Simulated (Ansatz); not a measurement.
Simulated powder pattern, Co Kα, λ = 1.79026 Å (kinematic, ideal powder, no thermal factors, no anomalous dispersion; the 30 strongest lines at most, above 1 %, up to 2θ = 90°):

| 2θ (°) | I/Imax (%) |
|---|---|
| 33.19 | 100 |
| 55.60 | 65 |
| 66.30 | 38 |
| 82.53 | 11 |

The pattern belongs to a structure relaxed with r²SCAN+D4 (plane waves, PAW; program Ansatz).

Problem. Which of these materials gives this?
A. V, bcc (W type)
B. Zr, hcp (Mg type)
C. Si, diamond
D. Pd, fcc (Cu type)

Solution. C, Si, diamond

Problem. Give the lattice parameters.

Solution. a = 5.429 Å.

Space group Fd-3m (diamond). Symmetry was held in the r²SCAN+D4 relaxation.

Potentials: the later of the program's two PAW sets.
